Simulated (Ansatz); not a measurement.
Relaxed GaAs (zinc blende):

```
GaAs
1.0
    0.00000     5.66670     5.66670
    2.83335     0.00000     2.83335
    2.83335     2.83335     0.00000
As Ga
2 2
Direct
  0.37500   0.75000   0.75000
  0.87500   0.75000   0.75000
  0.00000   0.00000   0.00000
  0.50000   0.00000   0.00000
```

A phonon eigenvector at L = (0.5, 0.0, 0.0) is frozen into this cell: atom i moves by Q times the vector below, so Q is the largest atomic displacement, in Å. The cell is held. (q is in reciprocal vectors of the primitive cell; the cell shown is doubled to hold the pattern.)

```
atom       x       y       z
----  ------  ------  ------
As1   -0.556   0.556   0.556
As2    0.556  -0.556  -0.556
Ga3    0.577  -0.577  -0.577
Ga4   -0.577   0.577   0.577
```

These are r2SCAN (plane waves to 500 eV, PAW, scalar-relativistic; Ansatz, a quantum-chemistry and plane-wave program) values and carry that method's errors. k mesh 5×10×10 (Γ-centred), Fermi-Dirac smearing 0.05 eV. E stands for the smeared free energy. GaAs was relaxed with its symmetry unable to fall. ΔE is measured from the undisplaced structure.

Problem. Give the computed ΔE (eV/cell) at Q (Å) = -0.280, -0.233, -0.187, -0.140, -0.093, 0.047, 0.093, 0.233.

Solution. 
```csv
Q (Å),ΔE (eV/cell)
-0.280,2.987
-0.233,1.895
-0.187,1.125
-0.140,0.597
-0.093,0.254
0.047,0.062
0.093,0.254
0.233,1.895
```

(A displaced cell: forces are minus the slopes of the energy, force constants its curvatures, and phonons follow from these.)
